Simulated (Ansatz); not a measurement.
TaSeS in space group P3m1 (No. 156; Ta on 1a, Se on 1c, S on 1b), r²SCAN+D4 in the plane-wave PAW code Ansatz, all energies at zero smearing, with the estimated change up to a 700 eV cutoff added, with one set of potentials and settings (totals compare only within such a set). Cell of 3 atoms (1 Ta, 1 Se, 1 S): -16331.737 eV.

```json
[
 {"element": "Ta", "reference phase": "Im-3m, 1 atoms in the cell", "E (eV/atom)": "-9944.4200"},
 {"element": "Se", "reference phase": "P3_121, 3 atoms in the cell", "E (eV/atom)": "-5478.2513"},
 {"element": "S", "reference phase": "P2/c, 32 atoms in the cell", "E (eV/atom)": "-905.9104"}
]
```

Formation energy per atom, worked out: (-16331.737 − 1×(-9944.4200) − 1×(-5478.2513) − 1×(-905.9104))/3 = -1.052 eV/atom (-101 kJ per mol of atoms), at 0 K, without zero-point energy or fitted corrections.

The first step of the workflow began from a Materials Project structure, measured or hypothetical; the Crystallography Open Database copy checked does not list it. With Se and S taken as one species the cell has the higher symmetry P-3m1, so it may be an ordered model of a mixed-site phase. Its standing as an ambient phase is unchecked. The r²SCAN+D4 relaxation kept the symmetry of its start; whether a distortion lowers the energy is not shown. The run is not spin-polarised. The references are the lowest solids computed at this level, not always the standard phases. Scalar-relativistic: spin–orbit coupling is off unless named, which matters more the heavier the elements.

Potentials: the later of the program's two PAW sets.
